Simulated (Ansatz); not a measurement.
All numbers below come from DFT PBE, scalar-relativistic, plane waves, PAW, and for the lanthanide a 4f-in-core norm-conserving potential (Ansatz). Settings: cutoff 690 eV, Γ-centred meshes spaced at most about 0.3 Å⁻¹, and about 0.25 Å⁻¹ or finer for metals (2π included), Gaussian smearing. No spin polarisation in the final relaxations.

All energies are static (0 K, no zero-point motion).

Two forms of KTm3C were relaxed alike.

1. Space group P6_3/mmc (No. 194), hexagonal, a = 7.900 Å, c = 6.049 Å. K is surrounded by 12 Tm at 3.98–4.07 Å; Tm has 2 C at 2.37 Å, 2 Tm at 3.17 Å, 4 Tm at 3.54 Å and 4 K at 3.98–4.07 Å; C is surrounded by 6 Tm at 2.37 Å and 2 C at 3.02 Å.

2. Space group Pm-3m (No. 221), cubic, a = 5.065 Å. K is surrounded by 12 Tm at 3.58 Å; Tm has 2 C at 2.53 Å, 4 K at 3.58 Å and 8 Tm at 3.58 Å; around C lie 6 Tm at 2.53 Å.

Question: Which would you expect to be lower, and how large is the difference?

Answer: Cell 1 is lower, by 114 meV/atom. Cell 1 has space group P6_3/mmc (No. 194), 32.7 Å³/atom and no gap on its mesh; cell 2 has the antiperovskite type, space group Pm-3m (No. 221), 26.0 Å³/atom and no gap. The lower one is the more open, so pressure narrows the difference. Even the lower one lies +0.19 eV/atom against the reference forms of the elements (uncorrected), so neither is stable at this level. Both come from invented guesses.

Cells relaxed within their symmetry can be saddle points.

The lanthanide is trivalent by construction, without f bands, f moments or other valences.
